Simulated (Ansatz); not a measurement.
# Computed properties of InP

InP:
```cif
data_In6P6
_chemical_formula_sum 'In6 P6'
_space_group_name_H-M_alt 'P 1'
_space_group_IT_number 1
_cell_length_a 7.27299
_cell_length_b 7.27299
_cell_length_c 7.27299
_cell_angle_alpha 90.000
_cell_angle_beta 90.000
_cell_angle_gamma 90.000
loop_
_space_group_symop_operation_xyz
  'x, y, z'
loop_
_atom_site_label
_atom_site_type_symbol
_atom_site_fract_x
_atom_site_fract_y
_atom_site_fract_z
_atom_site_occupancy
In1 In 0.25000 0.00000 0.50000 1
In2 In 0.50000 0.25000 0.00000 1
In3 In 0.50000 0.75000 0.00000 1
In4 In 0.75000 0.00000 0.50000 1
In5 In 0.00000 0.50000 0.75000 1
In6 In 0.00000 0.50000 0.25000 1
P1 P 0.25000 0.50000 0.00000 1
P2 P 0.00000 0.25000 0.50000 1
P3 P 0.00000 0.75000 0.50000 1
P4 P 0.75000 0.50000 0.00000 1
P5 P 0.50000 0.00000 0.75000 1
P6 P 0.50000 0.00000 0.25000 1
```

Space group Pm-3n (No. 223); conventional cell a = b = c = 7.2730 Å, α = β = γ = 90.00°.

Method: DFT-r²SCAN in the program Ansatz with PAW potentials. Structure relaxed to zero pressure with the same functional. Other levels are named where they apply.

### Cell and energy

```json
{
  "volume_per_atom": "32.06 Å³",
  "density": "3.78 g/cm³",
  "Formation energy from the elements (no fitted shifts)": "-0.20 eV/atom"
}
```

### Electronic structure

```json
{
 "band_gap": "1.06 eV (direct)",
 "valence_band_maximum": "at Γ",
 "conduction_band_minimum": "at Γ",
 "electron_effective_mass": "0.086 mₑ (isotropic)",
 "Electron effective mass with spin–orbit coupling": "0.086 mₑ (isotropic)",
 "Hole effective mass, band 1 of 3 at the edge": "1.9 along [100], 1.9 along [110], 0.49 along [111] (mₑ)",
 "Hole effective mass, band 2 of 3 at the edge": "1.9 along [100], 0.36 along [110], 0.49 along [111] (mₑ)",
 "Hole effective mass, band 3 of 3 at the edge": "0.065 along [100], 0.077 along [110], 0.082 along [111] (mₑ)",
 "Hole effective mass with spin–orbit coupling, band 1 of 2 at the edge": "1.9 along [100], 0.61 along [110], 0.48 along [111] (mₑ)",
 "Hole effective mass with spin–orbit coupling, band 2 of 2 at the edge": "0.096 along [100], 0.11 along [110], 0.11 along [111] (mₑ)",
 "HSE06 gap on the r²SCAN cell": "1.41 eV",
 "Gap with spin–orbit coupling": "1.02 eV"
}
```

### Mechanics

```json
{
  "Bulk modulus (Birch–Murnaghan fit)": "52.5 GPa",
  "Pressure derivative B′": "4.6",
  "Elastic constants (relaxed ions, GPa)": "C11 = 94.1, C12 = 31.9, C44 = 14.6",
  "mechanical_stability": "stable (all eigenvalues of C positive)",
  "hill_bulk_and_shear_moduli": "52.6 and 19.9 GPa",
  "Young's modulus": "53.0 GPa",
  "Poisson's ratio": "0.33",
  "debye_temperature_from_the_elastic_constants": "241 K"
}
```

### Charges

```json
{
 "bader_charges": "In +0.98, P -0.98 e"
}
```

The start of the workflow was typed in or built on a structure type; neither database checked (COD, Materials Project) lists it. It is not the phase usual at ambient conditions (space group No. 216). The r²SCAN relaxation kept the symmetry of its start; its stability against distortions is not shown here. The volume moved by 28 % from the start of the relaxation. The references are the lowest solids computed at this level, not always the standard phases. Scalar-relativistic: spin–orbit coupling is off unless named, which matters more the heavier the elements.

Potentials: the earlier of the program's two PAW sets. The files were generated under PBE; for other functionals the program regenerates the frozen cores, and for LDA and PBEsol the local potential too.
